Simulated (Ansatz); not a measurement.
# GaSb: do energies and stresses tell the same story?

Level of theory: DFT r2SCAN, scalar-relativistic, plane waves, PAW (Ansatz).

Cutoff 500 eV; k points 10×10×10 on the computed 2-atom cell (Γ-centred); Gaussian smearing, width 0.02 eV; no spin polarisation.

Relaxed cell: F-43m, a = 6.132 Å, b = 6.132 Å, c = 6.132 Å, α = 90.00°, β = 90.00°, γ = 90.00°, 2 atoms in the primitive cell.

Energies at zero smearing and pressures from the stress tensor, at volumes with shape and atoms relaxed:
```json
{"V (Å³/atom)": "27.096", "E − E(first) (meV/atom)": "0.00", "P (GPa)": "3.82"}
{"V (Å³/atom)": "27.961", "E − E(first) (meV/atom)": "-14.87", "P (GPa)": "1.75"}
{"V (Å³/atom)": "28.826", "E − E(first) (meV/atom)": "-19.45", "P (GPa)": "0.00"}
{"V (Å³/atom)": "29.690", "E − E(first) (meV/atom)": "-15.36", "P (GPa)": "-1.47"}
{"V (Å³/atom)": "30.555", "E − E(first) (meV/atom)": "-3.99", "P (GPa)": "-2.68"}
```

Q: Check P = −dE/dV between neighbouring volumes, and get the bulk modulus from the pressures alone.

A: With 1 eV/Å³ = 160.2 GPa:
```
middle V (Å³/atom)  −ΔE/ΔV (GPa) mean P (GPa)
            27.529         2.756         2.785
            28.393         0.849         0.874
            29.258        -0.758        -0.737
            30.123        -2.106        -2.075
```

The two differ by 0.03 GPa at most. The mean of two end pressures misses the average over a step by about ΔV² P″/12, up to 0.03 GPa here; with that taken off 0.01 GPa remains. Around V = 28.826 Å³/atom, the two neighbours give B = −V ΔP/ΔV = 28.826 × 3.22 / 1.730 = 53.7 GPa, against B0 = 53.4 GPa from the Birch–Murnaghan fit of the energies.